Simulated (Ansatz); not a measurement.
# C: computed property card

C:
```yaml
crystal:
  lattice:
    - [4.58165, 1.25788, 0.00000]
    - [-4.58165, 1.25788, 0.00000]
    - [-0.50534, 0.00000, 4.10283]
  atoms:
    - { symbol: C, position: [0.44271, 0.55729, 0.12031] }
    - { symbol: C, position: [0.22880, 0.77120, 0.58542] }
    - { symbol: C, position: [0.28569, 0.71431, 0.94060] }
    - { symbol: C, position: [0.05814, 0.94186, 0.65370] }
    - { symbol: C, position: [0.55729, 0.44271, 0.87969] }
    - { symbol: C, position: [0.77120, 0.22880, 0.41458] }
    - { symbol: C, position: [0.71431, 0.28569, 0.05940] }
    - { symbol: C, position: [0.94186, 0.05814, 0.34630] }
```

Space group C2/m (No. 12); conventional cell a = 9.1633 Å, b = 2.5158 Å, c = 4.1338 Å, α = γ = 90.00°, β = 97.02°.

Method: the program Ansatz at the r²SCAN level (PAW). The cell and atoms are relaxed at this level. Other levels are named where they apply.

### Cell and energy

```yaml
volume_per_atom: 5.91 Å³
density: 3.37 g/cm³
```

### Electronic structure

```yaml
band_gap: 3.70 eV (indirect)
valence_band_maximum: at Γ
conduction_band_minimum: at M2 (k = 0.500, 0.500, 0.500)
smallest_direct_gap_on_the_standard_path: 4.59 eV
electron_effective_mass: 0.26, 0.43, 2.3 mₑ (principal values)
hole_effective_mass: 0.32, 0.56, 0.71 mₑ (principal values)
HSE06 gap on the r²SCAN cell: 4.71 eV
```

### Mechanics

```yaml
Bulk modulus (Birch–Murnaghan fit): 4160 kbar
Pressure derivative B′: 3.7
Elastic constants (relaxed ions, GPa): C11 = 937, C22 = 1140, C33 = 1110, C12 = 56.0, C13 = 166, C23 = 72.6, C44 = 546, C55 = 481, C66 = 417, C15 = 45.6, C25 = -30.9, C35 = 26.3, C46 = -21.9
mechanical_stability: stable (all eigenvalues of C positive)
hill_bulk_and_shear_moduli: 417 and 477 GPa
Young's modulus: 1040 GPa
Poisson's ratio: 0.09
debye_temperature_from_the_elastic_constants: 2140 K
```

The start of the workflow was typed in or built on a structure type; the Crystallography Open Database copy checked does not list it. It is not the phase usual at ambient conditions (space group No. 194, 227). The r²SCAN relaxation kept the symmetry of its start; its stability against distortions is not shown here.

Potentials: the earlier of the program's two PAW sets.
